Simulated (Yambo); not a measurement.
Quantum ESPRESSO input (LDA, PseudoDojo standard norm-conserving files, scalar-relativistic) whose wavefunctions are converted with p2y:

```
&CONTROL
  calculation = 'nscf'
  pseudo_dir = './pseudo'
  outdir = './out'
/
&SYSTEM
  ibrav = 0
  nat = 2
  ntyp = 2
  ecutwfc = 62.0
  ecutrho = 248.0
  occupations = 'fixed'
  force_symmorphic = .true.
  nbnd = 145
/
&ELECTRONS
  conv_thr = 2e-09
  diago_full_acc = .true.
  diago_thr_init = 1e-08
/
ATOMIC_SPECIES
Br 79.9040 Br.upf
Tl 204.3800 Tl.upf
CELL_PARAMETERS angstrom
  3.999910000000   0.000000000000   0.000000000000
  0.000000000000   3.999910000000   0.000000000000
  0.000000000000   0.000000000000   3.999910000000
ATOMIC_POSITIONS crystal
Br   0.500000000000   0.500000000000   0.500000000000
Tl   0.000000000000   0.000000000000   0.000000000000
K_POINTS automatic
2 2 2 0 0 0
```

Yambo's initialisation report on symmetry, reciprocal space, the k grid and the gaps on this mesh:

```
  [02.02] Symmetries
  ==================

  Inversion symmetry    : yes
  Spatial inversion     : yes
  Inversion index       :  25
  K-space Time-reversal : no
  Magnetic symmetries   : no
  Group table correct   : yes
  Symmetries units      :  [cc]

  [02.03] Reciprocal space
  ========================

  nG shells         :  302
  nG charge         :  28425
  nG WFs            :   4545
  nC WFs            :   3575
  G-vecs. in first 30 shells:  [ Number ]
     1    7   19   27   33   57   81   93  123
    147   171   179   203   251   257   305   341   365
    389   437   461   485   515   587   619   691   739
    751   799   847
  ...
  Shell energy in first 30 shells:  [ mHa ]
    0.00000      345.487      690.974      1036.46      1381.95      1727.43      2072.92      2763.90      3109.38
    3454.87      3800.36      4145.84      4491.33      4836.82      5527.79      5873.28      6218.76      6564.25
    6909.74      7255.22      7600.71      8291.69      8637.17      8982.66      9328.15      10019.1      10364.6
    11055.6      11401.1      11746.6
  ...

  [02.04] K-grid lattice
  ======================

  Compatible Grid is   : 3D
  Base K vectors       :  K_min[ 1 ]  K_min[ 2 ]  K_min[ 3 ]
  K_min[ 1 ] : -0.500000  0.000000  0.000000 [rlu]
  K_min[ 2 ] :  0.000000  0.000000 -0.500000 [rlu]
  K_min[ 3 ] :  0.000000 -0.500000  0.000000 [rlu]
  Grid dimensions      :  2  2  2
  K lattice UC volume  :  0.071796 [a.u.]

  IBZ K-points                                      :   4
  BZ  K-points                                      :   8

  K/Q-points units:
  rlu = crystal or reduced units; cc = cartesian coordinates; iku = interal k-units

  K [1]          [rlu]:  0.000000  0.000000  0.000000
         WF components:   3575
  K [2]          [rlu]:  0.000000  0.000000 -0.500000
         WF components:   3546
  K [3]          [rlu]:  0.000000 -0.500000 -0.500000
         WF components:   3556
  K [4]          [rlu]: -0.500000 -0.500000 -0.500000
         WF components:   3544

  [02.05] Energies & Occupations
  ==============================

  [X] === General ===
  [X] Electronic Temperature                        :  0.000000  0.000000 [eV K]
  [X] Bosonic    Temperature                        :  0.000000  0.000000 [eV K]
  [X] Finite Temperature mode                       : no
  [X] El. density                                   :  0.31252E+24 [cm-3]
  [X] Fermi Level                                   :  4.762904 [eV]

  [X] === Gaps and Widths ===
  [X] Conduction Band Min                           :  1.712716 [eV]
  [X] Valence Band Max                              :  0.000000 [eV]
  [X] Filled Bands                                  :  10
  [X] Empty Bands                                   :   11  145
  [X] Direct Gap                                    :  1.712716 [eV]
  [X] Direct Gap localized at k                     :  2
  [X] Indirect Gap                                  :  1.712716 [eV]
  [X] Indirect Gap between kpts                     :  2  2
  [X] Last valence band width                       :  1.819261 [eV]
  [X] 1st conduction band width                     :  5.219173 [eV]
```
The gaps are LDA values on this mesh alone; only operations without fractional translations are kept.

Spin-orbit coupling is not included.

Geometry of the Materials Project entry, not relaxed at this level.
